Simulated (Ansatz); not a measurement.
CaB6 (space group Pm-3m)

```
CELL_PARAMETERS angstrom
      4.14779     0.00000     0.00000
      0.00000     4.14779     0.00000
      0.00000     0.00000     4.14779
ATOMIC_POSITIONS crystal
  Ca 0.00000 0.00000 0.00000
  B  0.20178 0.50000 0.50000
  B  0.79822 0.50000 0.50000
  B  0.50000 0.20178 0.50000
  B  0.50000 0.79822 0.50000
  B  0.50000 0.50000 0.20178
  B  0.50000 0.50000 0.79822
```

Equation-of-state scan: isotropic scaling of the cell above, V₀ being its volume. The atoms relax within the cell's symmetry.

The numbers are results of PBE (plane waves to 420 eV, PAW, scalar-relativistic; Ansatz, a program for electronic structure), not measurements. k mesh 8×8×8 (Γ-centred), Fermi-Dirac smearing 0.05 eV. The energy includes the smearing's −TS. Compression counts positive. CaB6 was relaxed with its symmetry unable to fall. The zero of ΔE is the relaxed starting cell. The last digit holds for this mesh only.

```
V (Å³/atom)  ΔE (meV/atom)
-----------  -------------
8.563                157.6
8.971                 82.7
9.379             withheld
9.786                  8.1
10.194                 0.0
10.602                 7.1
11.010                27.0
11.417                57.3
11.825                96.4
```

Task: Fit a third-order Birch-Murnaghan form (E₀, V₀, B₀, B₀′ free) to the given rows and predict ΔE at V = 9.379.

Result: Least squares on the 8 given rows: ΔE = E₀ + (9V₀B₀/16)·y²·[2 + (B₀′ − 4)y], y = (V₀/V)^(2/3) − 1, with V₀ = 10.194 Å³/atom, B₀ = 148.8 GPa (160.2 GPa = 1 eV/Å³; the term in eV is multiplied by 1000), B₀′ = 3.57, E₀ = 0.01 meV/atom; root-mean-square residual 0.04 meV/atom. At 9.379 the fit gives 34.3 meV/atom; the calculation gives 34.4 meV/atom, so the interpolation is off by -0.1 (-0.3 %). For the pressure the fit gives 14.4 GPa against the computed 14.4 GPa.

(Under strain, the slope of the energy per volume gives the stress and its curvature an elastic modulus.)
